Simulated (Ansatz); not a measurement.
Ag:
```yaml
crystal:
  lattice:
    - [2.90747, 0.00000, 0.00000]
    - [-1.45374, 2.51794, 0.00000]
    - [0.00000, 0.00000, 9.46223]
  atoms:
    - { symbol: Ag, position: [0.00000, 0.00000, 0.00000] }
    - { symbol: Ag, position: [0.00000, 0.00000, 0.50000] }
    - { symbol: Ag, position: [0.33333, 0.66667, 0.25000] }
    - { symbol: Ag, position: [0.66667, 0.33333, 0.75000] }
```

Relaxed with r²SCAN. Special points in fractions of this cell's reciprocal vectors: Γ (0.000, 0.000, 0.000); M (0.500, 0.000, 0.000); K (0.333, 0.333, 0.000); A (0.000, 0.000, 0.500); L (0.500, 0.000, 0.500); H (0.333, 0.333, 0.500).

List the band energies nearest the Fermi level at these points for DFT-r²SCAN in the program Ansatz with PAW potentials.

In eV from the Fermi level; about four levels below and three above (degenerate sets whole), none deeper than 8.9 eV; points with the same levels are listed once.

| k | below | above |
|---|---|---|
| Γ | -3.69 -3.69 -3.30 -3.30 -0.20 | 3.71 11.53 11.55 |
| M | -3.11 -3.11 -3.08 -0.06 | 0.91 1.07 1.65 |
| K | -3.51 -3.43 -3.43 -3.34 | 3.24 3.26 3.26 |
| A | -3.46 -3.46 -3.46 -3.46 -2.40 -2.40 | 6.73 6.73 15.80 15.80 |
| L | -3.24 -3.24 -3.12 -3.12 | 0.34 0.34 1.50 1.50 |
| H | -3.42 -3.42 -3.30 -3.30 | 3.60 3.60 3.63 3.63 |

Space group P6_3/mmc (dhcp (α-La type)). The workflow started from a Materials Project entry (that database holds measured and hypothetical structures alike); the Crystallography Open Database files this formula in space group No. 194, but the cells were not matched. It is not the phase usual at ambient conditions (space group No. 225). The r²SCAN relaxation kept the symmetry of its start; of distortions, only those at the zone centre were tested. The run is not spin-polarised. Scalar-relativistic: spin–orbit coupling is off unless named, which matters more the heavier the elements.

Potentials: the later of the program's two PAW sets.
